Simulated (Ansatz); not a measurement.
PbS:
```
PbS
1.0
    0.00000     2.98717     2.98717
    2.98717     0.00000     2.98717
    2.98717     2.98717     0.00000
S Pb
1 1
Direct
  0.00000   0.00000   0.00000
  0.50000   0.50000   0.50000
```

Relaxed with r²SCAN. Special points in fractions of this cell's reciprocal vectors: Γ (0.000, 0.000, 0.000); X (0.500, 0.000, 0.500); U (0.625, 0.250, 0.625); K (0.375, 0.375, 0.750); L (0.500, 0.500, 0.500); W (0.500, 0.250, 0.750).

Problem. List the band energies nearest the valence-band maximum at these points for DFT-r²SCAN with spin–orbit coupling in the program Ansatz with PAW potentials.

Solution. In eV from the valence-band maximum; about four levels below and three above (degenerate sets whole), none deeper than 8.9 eV; points with the same levels are listed once.

| k | below | above |
|---|---|---|
| Γ | -2.16 -2.16 -2.16 -2.16 | 3.69 3.69 6.25 6.25 6.25 6.25 |
| X | -3.66 -3.66 -3.35 -3.35 | 4.28 4.28 4.74 4.74 |
| U | -3.04 -3.04 -2.47 -2.47 | 3.20 3.20 4.41 4.41 |
| L | -1.85 -1.85 0.00 0.00 | 0.20 0.20 1.87 1.87 |
| W | -4.32 -4.32 -1.08 -1.08 | 2.19 2.19 4.84 4.84 |

Space group Fm-3m (rock salt). The r²SCAN relaxation kept the symmetry of its start; of distortions, only those at the zone centre were tested.

Potentials: the later of the program's two PAW sets.
